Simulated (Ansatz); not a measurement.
Here is the system:

PbSe:
```cif
data_Pb4Se4
_chemical_formula_sum 'Se4 Pb4'
_space_group_name_H-M_alt 'F-43m'
_space_group_IT_number 216
_space_group_name_Hall 'F -4 2 3'
_cell_length_a 6.89993
_cell_length_b 6.89993
_cell_length_c 6.89993
_cell_angle_alpha 90.000
_cell_angle_beta 90.000
_cell_angle_gamma 90.000
loop_
_atom_site_label
_atom_site_type_symbol
_atom_site_symmetry_multiplicity
_atom_site_Wyckoff_symbol
_atom_site_fract_x
_atom_site_fract_y
_atom_site_fract_z
_atom_site_occupancy
Se1 Se 4 c 0.25000 0.25000 0.25000 1
Pb1 Pb 4 a 0.00000 0.00000 0.00000 1
```
(The calculation used a cell of 2 atoms; values per cell refer to that cell.)

This is the PBE-relaxed structure.

### Question
All from plane-wave PAW PBE (Ansatz code), unless another level is named. Give the hole effective mass.

### Answer
0.51, 0.51, 0.64 mₑ (principal values).

### Question
What about the band gap?

### Answer
0.67 eV (indirect).

### Question
Next, the conduction-band minimum?

### Answer
at X (3 equivalent valleys).

### Question
Next, the weight of the valence-edge state by species (Voronoi cells)?

### Answer
Se 83 %, Pb 17 %.

The cell is a constructed one: a structure type filled with these elements; neither database checked (COD, Materials Project) lists it. It is not the phase usual at ambient conditions (space group No. 225). The PBE relaxation kept the symmetry of its start; whether a distortion lowers the energy is not shown. Scalar-relativistic: spin–orbit coupling is off unless named, which matters more the heavier the elements.

Potentials: the later of the program's two PAW sets.
